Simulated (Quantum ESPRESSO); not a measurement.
## Hf2Al4WTa (finding a planted mistake in a log)

Computed values, not a measurement. The program is pw.x of Quantum ESPRESSO 7.5 (plane-wave density functional theory). The cell is made up: eight metal atoms on a hexagonal close-packed lattice, with elements, volume, strain and displacements drawn at random and not relaxed, so it may be unstable or far from any real phase. PseudoDojo standard norm-conserving files set the functional (PBE unless stated); there is no spin polarisation or spin-orbit coupling, the Fermi-Dirac width of 0.25 eV means electrons at about 2900 K, and the masses in the input are unused placeholders. Heavy elements are run without spin-orbit coupling, which real alloys of them have. A spin test at this wide smearing found no moment, but such smearing suppresses magnetism that the real alloy may have.

Intended input:

```
&control calculation='scf', pseudo_dir='./dojo.nc.sr.pbe.v0_5.standard.upf', outdir='./o', disk_io='minimal', tprnfor=.true., tstress=.true. /
&system ibrav=0, nat=8, ntyp=4, nbnd=45, ecutwfc=82.02448710, nosym=.true., tot_charge=0,
 occupations='smearing', smearing='fd', degauss=0.0183746611
/
&electrons conv_thr=1.470e-08, electron_maxstep=70, mixing_beta=0.5 /
ATOMIC_SPECIES
Al 1.0 Al.upf
Hf 1.0 Hf.upf
Ta 1.0 Ta.upf
W 1.0 W.upf
CELL_PARAMETERS angstrom
2.9703 0.0 4.9326
2.9703 0.0 -4.9326
-2.9703 5.1447 0.0
ATOMIC_POSITIONS angstrom
Hf -0.014 -0.0808 0.0563
Al -1.3894 2.4688 0.0851
W 2.8875 1.654 -2.4525
Al 1.4965 4.3981 -2.5068
Al 2.9878 -0.0057 0.1192
Hf 1.325 2.4515 -0.0095
Ta 2.9715 1.7967 2.4549
Al 1.5614 4.2956 2.4863
K_POINTS automatic
6 6 6 1 1 1
```

The log is shortened where brackets say so; the opening notice, blank lines, dates and the lines on written files are dropped, and the path of the files is cut. It prints rydbergs, bohrs and kilobars, and counts compression as positive stress. Its total energy is the free energy E - TS of the whole cell.

Log of the intended run:

```
     Program PWSCF v.7.5
     Parallel version (MPI & OpenMP), running on       4 processor cores
     Number of MPI processes:                 4
     Threads/MPI process:                     1
     [start-up lines left out]
     bravais-lattice index     =            0
     lattice parameter (alat)  =      10.8808  a.u.
     unit-cell volume          =    1017.3324 (a.u.)^3
     number of atoms/cell      =            8
     number of atomic types    =            4
     number of electrons       =        63.00
     number of Kohn-Sham states=           45
     kinetic-energy cutoff     =      82.0245  Ry
     charge density cutoff     =     328.0979  Ry
     scf convergence threshold =      1.5E-08
     mixing beta               =       0.5000
     number of iterations used =            8  plain     mixing
     Exchange-correlation= PBE
                           (   1   4   3   4   0   0   0)
     [axes and pseudopotential details left out]
   Cartesian axes
     site n.     atom                  positions (alat units)
         1        Hf     tau(   1) = (  -0.0024314  -0.0140329   0.0097779  )
         2        Al     tau(   2) = (  -0.2413039   0.4287686   0.0147797  )
         3        W      tau(   3) = (   0.5014863   0.2872583  -0.4259377  )
         4        Al     tau(   4) = (   0.2599045   0.7638397  -0.4353683  )
         5        Al     tau(   5) = (   0.5189059  -0.0009899   0.0207021  )
         6        Hf     tau(   6) = (   0.2301193   0.4257641  -0.0016499  )
         7        Ta     tau(   7) = (   0.5160750   0.3120417   0.4263546  )
         8        Al     tau(   8) = (   0.2711760   0.7460380   0.4318080  )
     number of k points=   108  Fermi-Dirac smearing, width (Ry)=  0.0184
     Number of k-points >= 100: set verbosity='high' to print them.
     Dense  grid:   102233 G-vectors     FFT dimensions: (  64,  64,  72)
     Estimated max dynamical RAM per process >     405.95 MB
     Estimated total dynamical RAM >       1.51 GB
     Initial potential from superposition of free atoms
     starting charge      62.9851, renormalised to      63.0000
     Starting wfcs are   56 randomized atomic wfcs
     total cpu time spent up to now is       10.9 secs
     per-process dynamical memory:   340.7 Mb
     Self-consistent Calculation
     iteration #  1     ecut=    82.02 Ry     beta= 0.50
     Davidson diagonalization with overlap
     ethr =  1.00E-02,  avg # of iterations =  2.8
     Threshold (ethr) on eigenvalues was too large:
     Diagonalizing with lowered threshold
     Davidson diagonalization with overlap
     ethr =  2.96E-04,  avg # of iterations =  5.3
     total cpu time spent up to now is       63.6 secs
     total energy              =    -526.12691478 Ry
     estimated scf accuracy    <       0.20505219 Ry
     iteration #  2     ecut=    82.02 Ry     beta= 0.50
     Davidson diagonalization with overlap
     ethr =  3.25E-04,  avg # of iterations =  2.7
     total cpu time spent up to now is       87.2 secs
     total energy              =    -526.14337345 Ry
     estimated scf accuracy    <       0.08338159 Ry
     [iterations 3 to 10 left out]
     iteration # 11     ecut=    82.02 Ry     beta= 0.50
     Davidson diagonalization with overlap
     ethr =  3.45E-10,  avg # of iterations =  4.2
     total cpu time spent up to now is      302.3 secs
     total energy              =    -526.16277314 Ry
     estimated scf accuracy    <       0.00000003 Ry
     iteration # 12     ecut=    82.02 Ry     beta= 0.50
     Davidson diagonalization with overlap
     ethr =  5.05E-11,  avg # of iterations =  3.1
     total cpu time spent up to now is      326.5 secs
     End of self-consistent calculation
     [lines on levels left out]
!    total energy              =    -526.16277315 Ry
     estimated scf accuracy    <          7.3E-09 Ry
     smearing contrib. (-TS)   =      -0.08369821 Ry
     internal energy E=F+TS    =    -526.07907493 Ry
     The total energy is F=E-TS. E is the sum of the following terms:
     one-electron contribution =    -171.29556533 Ry
     hartree contribution      =     105.42742871 Ry
     xc contribution           =    -128.20052440 Ry
     ewald contribution        =    -332.01041391 Ry
     convergence has been achieved in  12 iterations
     Forces acting on atoms (cartesian axes, Ry/au):
     atom    1 type  2   force =    -0.01091254   -0.00884194   -0.00848052
     atom    2 type  1   force =    -0.04805790    0.01669596   -0.00992129
     atom    3 type  4   force =     0.00386256    0.02100561    0.02518930
     atom    4 type  1   force =     0.00492922   -0.02104808    0.02179471
     atom    5 type  1   force =    -0.00004952   -0.00394306   -0.02108647
     atom    6 type  2   force =     0.06806875    0.02245306    0.00485499
     atom    7 type  3   force =     0.00165476   -0.02210786   -0.01862336
     atom    8 type  1   force =    -0.01949533   -0.00421368    0.00627265
     Total force =     0.109021     Total SCF correction =     0.000448
     Computing stress (Cartesian axis) and pressure
          total   stress  (Ry/bohr**3)                   (kbar)     P=      -61.40
  -0.00032746   0.00006936   0.00002738          -48.17       10.20        4.03
   0.00006936  -0.00041605  -0.00000882           10.20      -61.20       -1.30
   0.00002738  -0.00000882  -0.00050868            4.03       -1.30      -74.83
     init_run     :     10.05s CPU     10.36s WALL (       1 calls)
     electrons    :    313.43s CPU    315.60s WALL (       1 calls)
     forces       :      3.48s CPU      3.55s WALL (       1 calls)
     stress       :     12.23s CPU     12.72s WALL (       1 calls)
     [timing details left out]
     PWSCF        :   5m39.74s CPU   5m42.81s WALL
     JOB DONE.
```

A second run was made from an input with one planted mistake. Its log:

```
     Program PWSCF v.7.5
     Parallel version (MPI & OpenMP), running on       4 processor cores
     Number of MPI processes:                 4
     Threads/MPI process:                     1
     [start-up lines left out]
     bravais-lattice index     =            0
     lattice parameter (alat)  =      10.8808  a.u.
     unit-cell volume          =    1017.3324 (a.u.)^3
     number of atoms/cell      =            8
     number of atomic types    =            4
     number of electrons       =        63.00
     number of Kohn-Sham states=           45
     kinetic-energy cutoff     =      82.0245  Ry
     charge density cutoff     =     328.0979  Ry
     scf convergence threshold =      1.5E-08
     mixing beta               =       0.5000
     number of iterations used =            8  plain     mixing
     Exchange-correlation= PBE
                           (   1   4   3   4   0   0   0)
     [axes and pseudopotential details left out]
   Cartesian axes
     site n.     atom                  positions (alat units)
         1        Hf     tau(   1) = (  -0.0024314  -0.0140329   0.0097779  )
         2        Al     tau(   2) = (  -0.2413039   0.4287686   0.0147797  )
         3        W      tau(   3) = (   0.5014863   0.2872583  -0.4259377  )
         4        Al     tau(   4) = (   0.2599045   0.7638397  -0.4353683  )
         5        Al     tau(   5) = (   0.5189059   0.0406920   0.0207021  )
         6        Hf     tau(   6) = (   0.2301193   0.4257641  -0.0016499  )
         7        Ta     tau(   7) = (   0.5160750   0.3120417   0.4263546  )
         8        Al     tau(   8) = (   0.2711760   0.7460380   0.4318080  )
     number of k points=   108  Fermi-Dirac smearing, width (Ry)=  0.0184
     Number of k-points >= 100: set verbosity='high' to print them.
     Dense  grid:   102233 G-vectors     FFT dimensions: (  64,  64,  72)
     Estimated max dynamical RAM per process >     405.95 MB
     Estimated total dynamical RAM >       1.51 GB
     Initial potential from superposition of free atoms
     starting charge      62.9851, renormalised to      63.0000
     Starting wfcs are   56 randomized atomic wfcs
     total cpu time spent up to now is       10.5 secs
     per-process dynamical memory:   340.7 Mb
     Self-consistent Calculation
     iteration #  1     ecut=    82.02 Ry     beta= 0.50
     Davidson diagonalization with overlap
     ethr =  1.00E-02,  avg # of iterations =  2.8
     Threshold (ethr) on eigenvalues was too large:
     Diagonalizing with lowered threshold
     Davidson diagonalization with overlap
     ethr =  3.17E-04,  avg # of iterations =  5.1
     total cpu time spent up to now is       60.7 secs
     total energy              =    -526.10797346 Ry
     estimated scf accuracy    <       0.21752498 Ry
     iteration #  2     ecut=    82.02 Ry     beta= 0.50
     Davidson diagonalization with overlap
     ethr =  3.45E-04,  avg # of iterations =  2.9
     total cpu time spent up to now is       84.7 secs
     total energy              =    -526.12776483 Ry
     estimated scf accuracy    <       0.09972636 Ry
     [iterations 3 to 10 left out]
     iteration # 11     ecut=    82.02 Ry     beta= 0.50
     Davidson diagonalization with overlap
     ethr =  5.07E-10,  avg # of iterations =  2.1
     total cpu time spent up to now is      303.6 secs
     total energy              =    -526.15012974 Ry
     estimated scf accuracy    <       0.00000003 Ry
     iteration # 12     ecut=    82.02 Ry     beta= 0.50
     Davidson diagonalization with overlap
     ethr =  5.53E-11,  avg # of iterations =  3.9
     total cpu time spent up to now is      327.8 secs
     End of self-consistent calculation
     [lines on levels left out]
!    total energy              =    -526.15012974 Ry
     estimated scf accuracy    <       0.00000001 Ry
     smearing contrib. (-TS)   =      -0.08509026 Ry
     internal energy E=F+TS    =    -526.06503948 Ry
     The total energy is F=E-TS. E is the sum of the following terms:
     one-electron contribution =    -172.62026536 Ry
     hartree contribution      =     106.09417503 Ry
     xc contribution           =    -128.22389869 Ry
     ewald contribution        =    -331.31505046 Ry
     convergence has been achieved in  12 iterations
     Forces acting on atoms (cartesian axes, Ry/au):
     atom    1 type  2   force =    -0.00898122   -0.00653186   -0.00846340
     atom    2 type  1   force =    -0.04347395    0.02650188   -0.01024663
     atom    3 type  4   force =     0.00251956    0.02443535    0.02524477
     atom    4 type  1   force =     0.00708337   -0.02133444    0.01950552
     atom    5 type  1   force =     0.01122122   -0.05359709   -0.02413062
     atom    6 type  2   force =     0.05032393    0.04842700    0.00367857
     atom    7 type  3   force =     0.00095028   -0.01374505   -0.01188939
     atom    8 type  1   force =    -0.01964320   -0.00415579    0.00630118
     Total force =     0.119436     Total SCF correction =     0.000507
     Computing stress (Cartesian axis) and pressure
          total   stress  (Ry/bohr**3)                   (kbar)     P=      -53.27
  -0.00028251   0.00007935   0.00003443          -41.56       11.67        5.06
   0.00007935  -0.00034038   0.00000464           11.67      -50.07        0.68
   0.00003443   0.00000464  -0.00046357            5.06        0.68      -68.19
     init_run     :     10.06s CPU     10.41s WALL (       1 calls)
     electrons    :    315.75s CPU    317.26s WALL (       1 calls)
     forces       :      3.47s CPU      3.49s WALL (       1 calls)
     stress       :     12.20s CPU     12.57s WALL (       1 calls)
     [timing details left out]
     PWSCF        :   5m41.60s CPU   5m43.86s WALL
     JOB DONE.
```

Question: the log repeats what the program read. Compare it with the intended run: what was wrong in the second input?

Answer: one coordinate of one atom is wrong. The input lines that differ:

```
- Al 2.9878 -0.0057 0.1192
+ Al 2.9878 0.2343 0.1192
```

```
                                            intended run  run with the mistake
                          free energy (eV)     -7158.809             -7158.637
         entropy term -TS, part of it (eV)        -1.139                -1.158
                            pressure (GPa)         -6.14                 -5.33
size of the largest force component (eV/Å)         1.750                 1.378
largest change of a force component (eV/Å)                               1.277
                                iterations            12                    12
```

For scale, a rerun of the intended cell at a higher cutoff and on a denser mesh moved values by no more than 0.002 eV in energy, 0.02 GPa in stress and 0.003 eV/Å in force, and a second program with other atomic files agreed on that cell to 2 % rms in force and 0.5 GPa in pressure.